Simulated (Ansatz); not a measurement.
AlNi in space group R-3m (No. 166; Al on 3a, Ni on 3b), PBE (plane waves, PAW; program Ansatz), all energies at zero smearing, with the estimated change up to a 700 eV cutoff added, with one set of potentials and settings (totals compare only within such a set). Cell of 2 atoms (1 Al, 1 Ni): -6378.052 eV.

```
element                             reference phase  E (eV/atom)
-------  ------------------------------------------  -----------
Al                       Fm-3m, 1 atoms in the cell    -537.5049
Ni       Fm-3m, 1 atoms in the cell, spin-polarised   -5839.7239
```

Formation energy per atom, worked out: (-6378.052 − 1×(-537.5049) − 1×(-5839.7239))/2 = -0.412 eV/atom (-40 kJ per mol of atoms), at 0 K, without zero-point energy or fitted corrections.

The cell is a constructed one: a structure type filled with these elements; neither database checked (COD, Materials Project) lists it. It is not the phase usual at ambient conditions (space group No. 221). Symmetry was held in the PBE relaxation; its stability against distortions is not shown here. The workflow began spin-polarised and lost its moments. The references are the lowest solids computed at this level, not always the standard phases.

Potentials: the later of the program's two PAW sets.
